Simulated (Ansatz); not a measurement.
The start is a relaxed Mg3Sb2 cell shaken by Gaussian noise of σ = 0.08 Å a coordinate. The structure is fully relaxed (lattice and positions, P = 0) with r2SCAN (plane waves to 500 eV, PAW, scalar-relativistic; Ansatz, a quantum-chemistry and plane-wave program). First-step values are on the input's coarse k-mesh.

Ansatz input (later rounds restart from its end on a renewed k-mesh):
Ansatz 0.2 input:
```yaml
crystal:
  lattice:
    - [7.9089467509, 0, 0]
    - [0, 7.9089467509, 0]
    - [0, 0, 3.9990873445]
  atoms:
    - { symbol: Mg, position: [-0.0036428177, -0.0012105902, -0.020906237] }
    - { symbol: Mg, position: [0.5050026219, 0.497119929, -0.0191087755] }
    - { symbol: Mg, position: [0.1479272774, 0.6379742703, 0.5284487676] }
    - { symbol: Mg, position: [0.6261447642, 0.869667179, 0.4876006566] }
    - { symbol: Mg, position: [0.3497049877, 0.146479404, 0.4820914785] }
    - { symbol: Mg, position: [0.8551872152, 0.3618134378, 0.5196390138] }
    - { symbol: Sb, position: [0.3142723583, 0.8498915364, 0.0100449007] }
    - { symbol: Sb, position: [0.8226292893, 0.6742830793, 0.0016750225] }
    - { symbol: Sb, position: [0.1659527903, 0.3227146928, -0.0103960443] }
    - { symbol: Sb, position: [0.6661014567, 0.1566528519, 0.0276542451] }
basis: { ecutwfc: 500, ecutrho_ratio: 4, xc_grid: 4, fft_grid_basis: typed }
kpoints: { mp_grid: { grid: [4, 4, 8] } }
hamiltonian:
  xc: r2scan
  dispersion: none
  pseudopotentials: { kind: paw }
scf: { occupations: { method: fermi_dirac, width: 0.05 } }
relax: { f_tol: 0.01, max_steps: 100, cell: { stress_tol: 0.02 } }
output: { forces: true, stress: true }
```

**Question.** How much energy is released per atom?

**Answer.** 0.25 eV/atom.

**Question.** How does the volume per atom move from start to end?

**Answer.** +6.1 %, from 25.01 to 26.55 Å³/atom.

**Question.** Does it find its way back to the structure it was made from?

**Answer.** It does not go back: it reaches P2₁ (No. 4), 0.24 eV/atom below the parent.

**Question.** Is the relaxed structure metallic? Give its gap.

**Answer.** No clear gap: the sampled points leave 0.14 eV away from the symmetry points, which may be a band crossing missed between them.

**Question.** Give the final cell and atomic positions.

**Answer.** 
```cif
data_Mg6Sb4
_chemical_formula_sum 'Mg6 Sb4'
_space_group_name_H-M_alt 'P21'
_space_group_IT_number 4
_space_group_name_Hall 'P 2yb'
_cell_length_a 4.32326
_cell_length_b 7.26758
_cell_length_c 8.51226
_cell_angle_alpha 90.000
_cell_angle_beta 96.928
_cell_angle_gamma 90.000
loop_
_atom_site_label
_atom_site_type_symbol
_atom_site_symmetry_multiplicity
_atom_site_Wyckoff_symbol
_atom_site_fract_x
_atom_site_fract_y
_atom_site_fract_z
_atom_site_occupancy
Mg1 Mg 2 a 0.08050 0.57335 0.21102 1
Mg2 Mg 2 a 0.50750 0.90779 0.07509 1
Mg3 Mg 2 a 0.82094 0.11086 0.41076 1
Sb1 Sb 2 a 0.02283 0.20320 0.11106 1
Sb2 Sb 2 a 0.37063 0.23017 0.61598 1
```

Final values are on a 11×7×6 k-mesh of the relaxed cell. No spin polarisation in the result. Spin-orbit coupling is missing; with elements this heavy it can move band edges by tenths of an eV or more.

The relaxed structure here is a generated cell of Mg3Sb2: the first start was made by placing the elements on the sites of a structure type, and the end was not matched to a known phase here, so it may be hypothetical. Known forms of Mg3Sb2 include space group No. 164.
